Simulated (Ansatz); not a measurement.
KMgF3 (cubic perovskite, space group No. 221), DFT-PBEsol in the program Ansatz with PAW potentials. The conduction-band minimum lies at Γ, with 1 equivalent valley. Second derivatives d²E/dk² of the lowest band at one valley (eV·Å²), along Cartesian directions:

```
direction  d²E/dk²
---------  -------
[100]        14.94
[010]        14.94
[001]        14.94
[110]        14.94
[101]        14.94
[011]        14.94
```

Question: Find the principal effective masses, the density-of-states mass and the conductivity mass.

Answer: Off-diagonal terms follow from H_xy = H[110] − (H_xx + H_yy)/2, and m*/mₑ = 7.620 eV·Å² over each eigenvalue: 0.51, 0.51, 0.51. One valley's DOS mass (m₁m₂m₃)^(1/3) = 0.51, conductivity mass 3/(Σ 1/mᵢ) = 0.51 mₑ.

Question: What effective density of states Nc follows at 300 K for parabolic valleys?

Answer: Nc = 2.509e19 × 1 × (0.51)^(3/2) ≈ 9.1e18 cm⁻³.

Question: With the computed static dielectric constant 7.06 (mean of the diagonal), estimate a hydrogenic donor's binding energy and radius.

Answer: E = 13.606 eV × 0.51/7.06² ≈ 140 meV; a = 0.529 Å × ε/m* ≈ 7.3 Å. Semilocal masses tend to be too small where the gap is.

Space group Pm-3m (cubic perovskite). The cell was relaxed with PBEsol under the symmetry of its start; of distortions, only those at the zone centre were tested.

Potentials: the later of the program's two PAW sets.
